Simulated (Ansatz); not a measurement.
Values for one crystal, relaxed and computed with r²SCAN+D4 in the plane-wave PAW code Ansatz; other levels are named.

```yaml
volume_per_atom: 37.38 Å³
electronic_character: metallic (no gap)
Formation energy from the elements (no fitted shifts): -0.38 eV/atom
Density of states at the Fermi level: 1.1 states/eV per atom (mean over ±0.08 eV)
Gap with spin–orbit coupling: none (metallic)
```

**Question.** Which of these materials gives this?
A) Si2Ni, P6/mmm (Ni on 1a, Si on 2d)
B) La2Si, R-3m (La on 6c, Si on 3a)
C) SiTe, P4/nmm (Si on 2c, Te on 2a)
D) Si12W, P6/mmm (W on 1a, Si on 12n)

**Answer.** B, La2Si, R-3m (La on 6c, Si on 3a)

The start of the workflow was typed in or built on a structure type; neither database checked (COD, Materials Project) lists it. Whether it is the stable phase at ambient conditions was not checked. Symmetry was held in the r²SCAN+D4 relaxation; its stability against distortions is not shown here. The references are the lowest solids computed at this level, not always the standard phases. Spin–orbit coupling is left out wherever it is not named.

Potentials: the earlier of the program's two PAW sets. The files were generated under PBE; for other functionals the program regenerates the frozen cores, and for LDA and PBEsol the local potential too.
